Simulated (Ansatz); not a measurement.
# Structure types of CoC compared at 6.5 GPa

Structure types of CoC are relaxed in primitive cells with their symmetry kept at 6.5 GPa on PAW files, and LAPW takes those cells. The enthalpy is E + pV at zero temperature, without zero-point motion. Only the types listed were tried, and differences under about 5 meV/atom are mesh noise. The real phase may be another.

Level of theory: DFT with PBEsol, scalar-relativistic, in Ansatz 0.2.0; Fermi–Dirac smearing of 0.05 eV, spin-polarised from start moments Co1 1.7 μB. LAPW: all electrons, basis error target 0.5 meV/atom; PAW: frozen-core files, cutoff 420 eV.

k meshes: rocksalt 15×15×15, CsCl 14×14×14, zincblende 15×15×15, NiAs 12×12×7.

Other magnetic orders may lie lower. The PAW files were made under PBE.

Order the types by LAPW enthalpy, lowest first.
A. rocksalt
B. NiAs
C. zincblende
D. CsCl

B (0 meV/atom), C (102 meV/atom), A (210 meV/atom), D (577 meV/atom).

```csv
start type,ends as,"a, b, c (Å)",V (Å³/atom),"H − H(lowest), LAPW (meV/atom)","same, PAW",moment (μB/atom)
rocksalt,"rocksalt, Fm-3m","3.936, 3.936, 3.936",7.62,209.9,209.8,0.07
CsCl,"CsCl, Pm-3m","2.445, 2.445, 2.445",7.31,577.4,578.9,0.39
zincblende,"zincblende, F-43m","4.184, 4.184, 4.184",9.16,102.3,101.0,0.00
NiAs,"NiAs, P6_3/mmc","2.760, 2.760, 4.647",7.67,0.0,0.0,0.00
```
